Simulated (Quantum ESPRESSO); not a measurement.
# Moving one atom in Al3MgN3O

The results below are calculated, not measured. They come from pw.x of Quantum ESPRESSO 7.5, a plane-wave density functional program, with PseudoDojo standard norm-conserving files (v0.5 for PBE, v0.4.1 for LDA and PBEsol). The cells are made up: elements, strain and atom displacements were drawn at random, and nothing was relaxed. There is no spin polarisation, spin-orbit coupling or dispersion term.

The cell has 8 sites of a wurtzite lattice (rectangular cell). Sites 1 to 4 hold Al Al Al Mg; sites 5 to 8 hold N N N O. Cell vectors in Å: (3.134, -0.034, 0.029); (-0.060, 5.385, -0.021); (0.047, -0.019, 5.011). Settings: PBE, cutoff 1143 eV, 6 x 4 x 4 k mesh shifted by half a step, Fermi-Dirac smearing of 0.025 eV.

Each run shifts the Mg atom on site 4 along x and leaves all else fixed. Site 6 is one of its nearest neighbours. E is the free energy of the cell above the lowest run shown. The last column is band 21 less band 20 at Gamma, from a band step after each run.

```
run  shift (Å)  Fx on site 4 (eV/Å)  Fx on site 6 (eV/Å)  P (GPa)  E (meV)  level step at Gamma (eV)
  1    -0.1583                5.611               -5.453    13.30    700.1                     1.257
  2    -0.1006                4.206               -4.144    12.31    417.1                     1.290
  3    -0.0729                3.586               -3.557    11.92    309.3                     1.305
  4    -0.0403                2.886               -2.895    11.54    203.8                     1.320
  6     0.0998                0.078               -0.264    10.76      0.0                     1.356
  7     0.1221               -0.342                0.138    10.76      2.9                     1.355
  5     0.0068                    ?                    ?        ?        ?                         ?
```

A rerun of one of these cells at 1437 eV and k mesh 8 x 6 x 6 moved values by no more than 0.002 eV in the cell's energy, 0.02 GPa in stress and 0.003 eV/Å in force.

## Worked fit

A parabola through the six runs shown gives Fx on site 4 = 2.016 - 20.73 u + 12.1 u² eV/Å, with u in Å and a scatter of 0.017 eV/Å. Minus the slope, 20.73 ± 0.43 eV/Å², is this atom's force constant along x at u = 0, with its periodic images moving too. The fitted force vanishes at u = 0.104 Å, where the energy should be lowest along this line. The error is the larger of the fit's own and the change that a cubic makes, rounded up.

## Withheld run

Question: what Fx on site 4 should run 5 give?

The fit gives 1.876 eV/Å. The calculation gave 1.899 eV/Å.

```
run  shift (Å)  Fx on site 4 (eV/Å)  Fx on site 6 (eV/Å)  P (GPa)  E (meV)  level step at Gamma (eV)
  5     0.0068                1.899               -1.978    11.12     91.5                     1.338
```